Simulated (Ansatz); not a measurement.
**Coordination and ³³S quadrupole coupling in Li3CuS2**

Cell: a computed structure from the Materials Project (it need not be an observed phase), taken as it stands.

```cif
data_Li3CuS2
_symmetry_space_group_name_H-M 'P2_1/c'
_symmetry_Int_Tables_number 14
_cell_length_a 7.1066
_cell_length_b 7.9715
_cell_length_c 8.7864
_cell_angle_alpha 90.000
_cell_angle_beta 125.392
_cell_angle_gamma 90.000
loop_
_atom_site_label
_atom_site_type_symbol
_atom_site_symmetry_multiplicity
_atom_site_Wyckoff_symbol
_atom_site_fract_x
_atom_site_fract_y
_atom_site_fract_z
Li1 Li 4 e 0.2679 0.7705 0.6593
Li2 Li 4 e 0.7528 0.5016 0.1116
Li3 Li 4 e 0.7918 0.9486 0.0449
Cu Cu 4 e 0.2380 0.1687 0.6917
S17 S 4 e 0.5068 0.0123 0.7253
S19 S 4 e 0.0365 0.7254 0.3014
```

One atom of each set is listed.

The numbers come from a DFT calculation in Ansatz (PBE, plane waves and PAW, scalar-relativistic, 420 eV cutoff, Γ-centred 5×4×4 k-points, Fermi–Dirac smearing 0.02 eV).

Q(³³S) = -69.40 mb.

(1) Rank these S sites by |C_Q|, smallest first.
A. S17: 1 Cu at 2.15 Å, 5 Li at 2.38–2.47 Å
B. S19: 1 Cu at 2.16 Å, 6 Li at 2.48–2.59 Å

Answers

(1) B (7.06 MHz, η = 0.65), A (9.33 MHz, η = 0.11).

At S19 and S17 V_zz points along its shortest bond, to Cu (within 9°) in each case. Like point charges on the first shell alone (each adding as 1/d³) would give the same order.
